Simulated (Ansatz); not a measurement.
Phonon dispersion of Rh at 0.98 times its equilibrium volume

These are results of DFT LDA, scalar-relativistic, plane waves, PAW (Ansatz), not measurements. Plane waves to 420 eV; Γ-centred k mesh 20×20×20; Fermi-Dirac smearing of 0.15 eV. No spin polarisation. Phonons by linear response, acoustic sum rule imposed.

The cell, relaxed in shape and atoms at 0.98 times its equilibrium volume:
```yaml
crystal:
  lattice:
    - [0.00000, 1.86613, 1.86613]
    - [1.86613, 0.00000, 1.86613]
    - [1.86613, 1.86613, 0.00000]
  atoms:
    - { symbol: Rh, position: [0.00000, 0.00000, 0.00000] }
```

In a metal, frequencies and elastic constants depend on the k mesh and the smearing, soft modes and shear constants most. The q mesh is coarse, so values between its points are rough.

Force constants from linear response on a 2×2×2 q mesh.

**Question.** Is the structure dynamically stable on this mesh?

**Answer.** Yes, on this mesh: no mode is imaginary.

**Question.** Give the frequencies (cm⁻¹; i marks imaginary ones) at the irreducible q points, in fractions of the reciprocal vectors.

**Answer.**
| q | star | frequencies |
| --- | --- | --- |
| 0.000 0.000 0.000 | 1 | 0 0 0 |
| 0.000 0.000 -0.500 | 4 | 148 148 268 |
| 0.000 -0.500 -0.500 | 3 | 199 199 253 |

Cost: 1 run of about 1.4 core-minutes, on Intel Xeon Platinum 8259CL (Skylake/Cascade Lake) (shared hosts).